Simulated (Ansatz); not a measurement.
**Profile along the Zr–O line in ZrPbO3 (cubic perovskite)**

ZrPbO$_{3}$ (cubic perovskite)

```
CELL_PARAMETERS angstrom
      4.14129     0.00000     0.00000
      0.00000     4.14129     0.00000
      0.00000     0.00000     4.14129
ATOMIC_POSITIONS crystal
  Zr 0.00000 0.00000 0.00000
  Pb 0.50000 0.50000 0.50000
  O  0.50000 0.00000 0.00000
  O  0.00000 0.50000 0.00000
  O  0.00000 0.00000 0.50000
```

Fields along a shortest Zr–O line of a {100} plane (2.07 Å), from Zr to O, interpolated on the slice's grid (step about 0.2 Å). Calculation: PBEsol (plane waves to 420 eV, PAW, scalar-relativistic; Ansatz, a program for electronic structure). k mesh 8×8×8. These are valence fields of a PAW run, semicore shells included where kept as valence: close to a nucleus they are smooth pseudo fields. Spin-orbit coupling is left out, though Pb is heavy. This is a high-temperature form of ZrPbO3. ZrPbO3 is run without spin polarisation. ZrPbO3 was relaxed with its symmetry unable to fall.

```tsv
distance from Zr (Å)	valence electron density (e/Å³)	electron localisation function	density of the highest valence band (e/Å³)	density of the lowest conduction band (e/Å³)
0.00	2.63	x	0.002	0.000
0.21	3.52	x	0.009	0.001
0.41	4.15	0.69	0.012	0.003
0.62	2.92	0.80	0.004	0.003
0.83	1.38	0.56	0.002	0.002
1.03	0.72	0.21	0.008	0.002
1.24	0.90	0.53	0.027	0.005
1.45	1.94	0.83	0.065	0.017
1.66	4.45	0.78	0.100	0.043
1.86	6.93	x	0.056	0.074
2.07	7.64	x	0.001	0.087
```

x: too close to a nucleus for the ELF to mean much. Band densities are of whole bands, smooth part only.

Density on the Zr–O line (2.07 Å) at its density minimum, 1.1 Å from Zr: 0.70 e/Å³. ELF at that point: 0.2. Element round which the density of the highest valence band (whole band, smooth part) is largest on this plane: O.
